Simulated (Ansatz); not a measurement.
A crystal relaxed with r2SCAN in Ansatz 0.2.0 has space group R-3m:H (No. 166) and a = 3.340 Å, c = 16.492 Å.

| atom | site | x | y | z |
| --- | --- | --- | --- | --- |
| O | 3a | 0.0000 | 0.0000 | 0.0000 |
| Xx | 3b | 0.6667 | 0.3333 | 0.8333 |
| Mg | 6c | 0.3333 | 0.6667 | 0.9283 |

The r2SCAN gap is direct at Γ: 1.63 eV. With HSE06 the gap is 2.05 eV and direct, at Γ. Meshes: r2SCAN 10×10×10, HSE06 6×6×6. r2SCAN's ε∞ is 4.3 along x and y, 4.1 along z.

Task: Which element is Xx?
A. Te
B. Se
C. S

Result: C. Xx is S: Mg2SO, ordered on the rocksalt lattice (R-3m) with 4 atoms a cell. Around O lie 6 Mg at 2.26 Å; around S lie 6 Mg at 2.48 Å; around Mg lie 3 O at 2.26 Å and 3 S at 2.48 Å.

All values are calculated for a non-magnetic cell, which may be hypothetical.
